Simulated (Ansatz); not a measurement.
Ansatz (a first-principles code) input:

Ansatz 0.2 input:
```yaml
crystal:
  lattice:
    - [5.0464121832, 0.0, 0.0]
    - [0.0, 9.9827254134, 0.0]
    - [0.0, 0.0, 5.2186685767]
  atoms:
    - { symbol: Hf, position: [0.7542240714, 0.1152995707, 0.4643067942] }
    - { symbol: Hf, position: [0.2457759286, 0.8847004293, 0.5356932058] }
    - { symbol: Hf, position: [0.7457759286, 0.8847004293, 0.9643067942] }
    - { symbol: Hf, position: [0.2542240714, 0.1152995707, 0.0356932058] }
    - { symbol: Hf, position: [0.2542240714, 0.3847004293, 0.5356932058] }
    - { symbol: Hf, position: [0.7457759286, 0.6152995707, 0.4643067942] }
    - { symbol: Hf, position: [0.2457759286, 0.6152995707, 0.0356932058] }
    - { symbol: Hf, position: [0.7542240714, 0.3847004293, 0.9643067942] }
    - { symbol: O, position: [0.9974652965, 0.4767781807, 0.2615930163] }
    - { symbol: O, position: [0.0025347035, 0.5232218193, 0.7384069837] }
    - { symbol: O, position: [0.5025347035, 0.5232218193, 0.7615930163] }
    - { symbol: O, position: [0.4974652965, 0.4767781807, 0.2384069837] }
    - { symbol: O, position: [0.4974652965, 0.0232218193, 0.7384069837] }
    - { symbol: O, position: [0.5025347035, 0.9767781807, 0.2615930163] }
    - { symbol: O, position: [0.0025347035, 0.9767781807, 0.2384069837] }
    - { symbol: O, position: [0.9974652965, 0.0232218193, 0.7615930163] }
    - { symbol: O, position: [0.6277872665, 0.2903478557, 0.6249313722] }
    - { symbol: O, position: [0.3722127335, 0.7096521443, 0.3750686278] }
    - { symbol: O, position: [0.8722127335, 0.7096521443, 0.1249313722] }
    - { symbol: O, position: [0.1277872665, 0.2903478557, 0.8750686278] }
    - { symbol: O, position: [0.1277872665, 0.2096521443, 0.3750686278] }
    - { symbol: O, position: [0.8722127335, 0.7903478557, 0.6249313722] }
    - { symbol: O, position: [0.3722127335, 0.7903478557, 0.8750686278] }
    - { symbol: O, position: [0.6277872665, 0.2096521443, 0.1249313722] }
kpoints:
  mp_grid: { grid: [5, 3, 5] }
basis: { xc_grid: 2 }
hamiltonian:
  xc: pbesol
  pseudopotentials: { azcp: { folder: ./paw }, kind: paw }
scf:
  occupations: { method: fixed }
output:
  optics: { e_range: [0.0, 15.0], de: 0.05, sigma: 0.1, bands: { spectra_wanted_up_to: 12 eV } }
```

Output (shortened):

```
output.optics: the spectra are integrated over the Brillouin zone by k·p interpolation around the k-points, where levels, occupations, output.optics.sigma and …
Pseudopotential: Hf, paw, valence charge 26
Pseudopotential: O, paw, valence charge 6
Functional definition: PBEsol
Crystal: 24 atoms, lattice volume = 262.901 Å³
Basis set: ecut = 420 eV, 5169 PW (Γ), exchange–correlation on 72×144×72 points (8 copies of the dense FFT grid, shifted against one another)
Bands: 183, of which v1, the nominal top of the filled ones, is band 152 counted from 1 (151 counted from 0)
Symmetry: 8 space group operations
Space group: Pbca (ITA 61), of the structure as read, at distance tolerance 6.4e-5 Å
k-points: 18 of 75
SCF iter   1: F=—  HF=-133813.534314 eV  |F-HF|=—  |Δ(HF+E_count)|=         —  Δρ=9.40e-2  dr2=1.79e1  ethr=3.10e-3  ⟨swp⟩=4.2  Hψ=9227  notcnv=0  defer=449
preconditioner: auto → Resta (q_TF=auto, 2.795 Å⁻¹)
SCF iter   2: F=—  HF=-133809.476754 eV  |F-HF|=—  |Δ(HF+E_count)|=    4.06e0  Δρ=4.22e-2  dr2=3.96e0  ethr=3.10e-3  ⟨swp⟩=2.3  Hψ=6516  notcnv=0  defer=445
SCF iter   3: F=—  HF=-133808.380220 eV  |F-HF|=—  |Δ(HF+E_count)|=    1.10e0  Δρ=2.21e-2  dr2=1.16e0  ethr=1.30e-3  ⟨swp⟩=2.0  Hψ=4935  notcnv=0  defer=509
SCF iter   4: F=—  HF=-133808.125437 eV  |F-HF|=—  |Δ(HF+E_count)|=   2.55e-1  Δρ=7.84e-3  dr2=9.33e-2  ethr=3.80e-4  ⟨swp⟩=2.5  Hψ=5814  notcnv=0  defer=506
SCF iter   5: F=—  HF=-133808.181199 eV  |F-HF|=—  |Δ(HF+E_count)|=   5.58e-2  Δρ=3.36e-3  dr2=3.14e-2  ethr=3.07e-5  ⟨swp⟩=2.1  Hψ=5281  notcnv=0  defer=520
SCF iter   6: F=—  HF=-133808.164069 eV  |F-HF|=—  |Δ(HF+E_count)|=   1.71e-2  Δρ=6.82e-4  dr2=1.07e-3  ethr=1.03e-5  ⟨swp⟩=2.1  Hψ=5832  notcnv=0  defer=520
SCF iter   7: F=—  HF=-133808.165741 eV  |F-HF|=—  |Δ(HF+E_count)|=   1.67e-3  Δρ=4.27e-4  dr2=3.57e-4  ethr=3.53e-7  ⟨swp⟩=2.1  Hψ=5593  notcnv=0  defer=503
SCF iter   8: F=—  HF=-133808.165770 eV  |F-HF|=—  |Δ(HF+E_count)|=   2.94e-5  Δρ=2.74e-4  dr2=1.56e-4  ethr=1.17e-7  ⟨swp⟩=2.0  Hψ=5068  notcnv=0  defer=442
SCF iter  15: F=-133808.166242 eV  HF=-133808.166242 eV  |F-HF|=2.91e-11  |Δ(HF+E_count)|=    0.00e0  Δρ=4.21e-8  dr2=2.84e-12  ethr=1.00e-12  ⟨swp⟩=12.1  Hψ=14770  notcnv=0
SCF 1 converged in 15 iterations: F = -133808.166242 eV  dr2 = 2.84e-12
NSCF: frozen V_eff on 18 k-points
Optics k sum: 0 of 18 k-points
Optics k sum: 1 of 18 k-points
Optics k sum: 2 of 18 k-points
Optics k sum: 3 of 18 k-points
Optics k sum: 4 of 18 k-points
Optics k sum: 5 of 18 k-points
Optics k sum: 6 of 18 k-points
Optics k sum: 7 of 18 k-points
Optics k sum: 8 of 18 k-points
Optics k sum: 9 of 18 k-points
Optics k sum: 10 of 18 k-points
Optics k sum: 11 of 18 k-points
Optics k sum: 12 of 18 k-points
Optics k sum: 13 of 18 k-points
Optics k sum: 14 of 18 k-points
Optics k sum: 15 of 18 k-points
Optics k sum: 16 of 18 k-points
Optics k sum: 17 of 18 k-points
Optics k sum: 18 of 18 k-points
Optics k sum: 0 of 18 k-points
Optics k sum: 1 of 18 k-points
Optics k sum: 2 of 18 k-points
Optics k sum: 3 of 18 k-points
Optics k sum: 4 of 18 k-points
Optics k sum: 5 of 18 k-points
Optics k sum: 6 of 18 k-points
Optics k sum: 7 of 18 k-points
Optics k sum: 8 of 18 k-points
Optics k sum: 9 of 18 k-points
Optics k sum: 10 of 18 k-points
Optics k sum: 11 of 18 k-points
Optics k sum: 12 of 18 k-points
Optics k sum: 13 of 18 k-points
Optics k sum: 14 of 18 k-points
Optics k sum: 15 of 18 k-points
Optics k sum: 16 of 18 k-points
Optics k sum: 17 of 18 k-points
Optics k sum: 18 of 18 k-points
NSCF: frozen V_eff on 1 k-points
NSCF: frozen V_eff on 1 k-points
NSCF: frozen V_eff on 1 k-points
NSCF: frozen V_eff on 1 k-points
NSCF: frozen V_eff on 1 k-points
NSCF: frozen V_eff on 1 k-points
NSCF: frozen V_eff on 1 k-points
output.optics: what the bands over the 232 summed would add to eps1, eps2 and the energy-loss function is held between a lower and an upper bound (9 Lanczos …
SCF converged after 15 iterations
Free energy (F): -133808.166242 eV
Harris-Foulkes:  -133808.166242 eV  (|F-HF|=2.91e-11)
Internal energy: -133808.166242 eV  (E = F + TS)
E sigma→0 (E₀):  -133808.166242 eV
Fermi energy:    13.746706 eV
--- Per-component energies (eV) ---
  E_band       = -61.218326
  E_kinetic    = 5942.196267
  E_local      = -56598.719558  (includes V_loc(G=0)·N_el)
  E_nonlocal   = 1411.009232
  E_hartree    = 26949.592252
  E_xc         = -3247.682067
  E_vxc        = -3489.055828  (∫ρ·V_xc dr)
  E_paw        = -63145.403645  (= ΣΔE_a)
  E_vpaw       = -1225.845850  (= ΣTr[D̂ρ^β])
  E_aug_tail   = 0.012920  (compensation charges beyond the density's cutoff)
  E_ewald      = -45129.744699
  E_core_change = 10.573056  (= ΣΔE_core)
  E_smearing   =  0.000000  (= −TS)
  E_closure    =  0.000000  (closes the sum)
  Σ components = -133808.166242   (vs F -133808.166242, Δ=0.00e0)
  [band-id]    e_kinetic+e_local+e_nonlocal+2·e_hartree+e_vxc+e_vpaw+e_augmentation_tail = -61.218312   (vs E_band -61.218326, Δ=1.43e-5)
--- Band table (eV; the first three rows and the last of 18) ---
  k-point 0: bands = ["-46.4609", "-46.4552", "-46.4449", "-46.4392", "-46.4385", "-46.4382", "-46.4372", "-46.4369", "-15.5529", "-15.5272", "-15.5263", "-15.4589", "-15.4219", "-15.3506", "-15.3104", "-15.2720", "-15.2580", "-15.2253", "-15.2183", …
  k-point 1: bands = ["-46.4591", "-46.4541", "-46.4455", "-46.4427", "-46.4384", "-46.4374", "-46.4369", "-46.4368", "-15.5319", "-15.4993", "-15.4885", "-15.4359", "-15.4241", "-15.3844", "-15.3074", "-15.3061", "-15.2942", "-15.2509", "-15.2317", …
  k-point 2: bands = ["-46.4544", "-46.4511", "-46.4483", "-46.4478", "-46.4385", "-46.4380", "-46.4364", "-46.4363", "-15.4868", "-15.4390", "-15.4277", "-15.4011", "-15.3991", "-15.3770", "-15.3481", "-15.3362", "-15.3217", "-15.3199", "-15.2910", …
  k-point 17: bands = ["-46.4479", "-46.4471", "-46.4444", "-46.4443", "-46.4426", "-46.4425", "-46.4413", "-46.4407", "-15.5171", "-15.5040", "-15.4932", "-15.4694", "-15.4632", "-15.4491", "-15.4459", "-15.4018", "-15.2399", "-15.1949", "-15.1934", …
```

Cost: very roughly 10 core-minutes on shared cores.

The first step of the workflow began from a Materials Project structure, measured or hypothetical; the Crystallography Open Database files this formula in space group No. 61, but the cells were not matched. It is not the phase usual at ambient conditions (space group No. 14, 29). The PBEsol relaxation kept the symmetry of its start; its stability against distortions is not shown here. No spin polarisation was allowed. Scalar-relativistic: spin–orbit coupling is off unless named, which matters more the heavier the elements.

Potentials: the earlier of the program's two PAW sets. The files were generated under PBE; for other functionals the program regenerates the frozen cores, and for LDA and PBEsol the local potential too.

Ansatz is a plane-wave DFT program.
